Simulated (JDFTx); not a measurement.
Reference run:

Au(111) slab cut from bulk Au (space group Fm-3m, indices of the conventional cell, lattice of the Materials Project entry mp-81, not re-optimised): 4 atoms in 4 planes, a 1x1 cell of 7.53 Å² (|a| = 2.950, |b| = 2.950 Å), 7.2 Å between the outermost planes, cell height 23.2 Å, 8×8×1 k mesh, Fermi smearing 0.01 Ha, no spin polarisation.

Reference level: PBE, GBRV ultrasoft potentials, plane waves to 20/100 Ha, in JDFTx (a modified build). Unrelaxed; liquid: CANDLE, water, 1 M KF. Potentials refer to SHE, placed 4.44 V below the bulk liquid's zero by convention. LDA and PBEsol take their own potentials, PW91 and RPBE those of PBE; the lattice is kept.

```tsv
functional	work function (eV)	U_pzc (V)	mean C above U_pzc (μF/cm²)	k states × plane waves	cycles, vacuum run	rough core time, vacuum run
LDA	5.65	0.95	11 over 0.5 V	10 × 5035	18	3 min
PBE	[?]	[?]	11 over 0.5 V	10 × 5035	19	3 min
PBEsol	5.37	0.67	11 over 0.5 V	10 × 5035	19	4 min
PW91	5.28	0.57	11 over 0.5 V	10 × 5035	19	3 min
RPBE	5.05	0.33	11 over 0.5 V	10 × 5035	19	3 min
```

Problem. Complete the blanks.

Solution. 
- PBE, work function (eV): 5.23
- PBE, U_pzc (V): 0.52

Core times come from shared machines and are rough, one run each.
